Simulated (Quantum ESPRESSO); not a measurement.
**Kohn-Sham bands of HgTe (zinc blende)**

```
HgTe
1.0
    0.00000     3.28999     3.28999
    3.28999     0.00000     3.28999
    3.28999     3.28999     0.00000
Hg Te
1 1
Cartesian
  0.00000   0.00000   0.00000
 -1.64499  -1.64499  -1.64499
```

Cell from Materials Project (mp-2730), symmetrised, no further relaxation. COD (Crystallography Open Database) has the formula in 2 space groups, this one among them (matched by group alone). Computed values, not measurements, from PBEsol: Quantum ESPRESSO (norm-conserving PseudoDojo potentials, cutoff 66 Ry, no spin polarisation, no spin-orbit coupling) on a Γ-centred 8×8×8 mesh, then Wannier90. Density: 8×8×8 mesh, Gaussian smearing 0.01 Ry. Spin-orbit coupling is left out although heavy elements are present.

Energies are relative to the Fermi level; weights are on the orthonormalised atomic waves of the pseudopotential files, averaged over the group. 36 electrons a cell are treated as valence.

Question: Into which isolated groups do the bands fall, where do they lie and what are they made of?

Answer: 
```csv
bands,from (eV),to (eV),filling,weight on atomic waves
1,-114.99,-114.99,filled,Hg 5s 100 %
2–4,-63.26,-63.26,filled,Hg 5p 100 %
5–9,-36.62,-36.61,filled,Te 4d 100 %
10,-11.72,-11.03,filled,"Te 5s 84 %, Hg 6s 8 %, Hg 5d 7 %"
11–15,-7.09,-6.09,filled,"Hg 5d 93 %, Te 5p 4 %"
```

No gap over 0.05 eV opens at the Fermi level at this level of theory; semilocal functionals close the gap of some real semiconductors.
